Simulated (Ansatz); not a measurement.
K$_{2}$PdC$_{2}$:
Space group P-3m1 (No. 164); a = 5.114 Å, b = 5.114 Å, c = 5.260 Å, α = 90.00°, β = 90.00°, γ = 120.00°

```
atom  site  symmetry       x       y       z
----  ----  --------  ------  ------  ------
K       2d       3m.  0.3333  0.6667  0.2826
Pd      1a      -3m.  0.0000  0.0000  0.0000
C       2c       3m.  0.0000  0.0000  0.3800
```

Relaxed with r²SCAN. The program Ansatz at the r²SCAN level (PAW) gives a gap of 1.58 eV.

Task: What gap does HSE06 give on the same cell (Ansatz, PAW)?

Result: 2.27 eV, 0.69 eV more. The hybrid was solved on a coarser mesh and at special points; its gap is the smallest among all of these.

Cost on shared cores: the r²SCAN run (SCF on a 6×6×5 mesh, then bands and DOS) around 2.4 core-minutes (rough), the HSE06 run (SCF on 4×4×3, then a few points) very roughly 90 core-seconds; the tasks are unlike.

The first step of the workflow began from a Materials Project structure, measured or hypothetical; the Crystallography Open Database copy checked does not list it. Its standing as an ambient phase is unchecked. The cell was relaxed with r²SCAN under the symmetry of its start; its stability against distortions is not shown here. No spin polarisation was allowed. Scalar-relativistic: spin–orbit coupling is off unless named, which matters more the heavier the elements.

Potentials: the later of the program's two PAW sets.
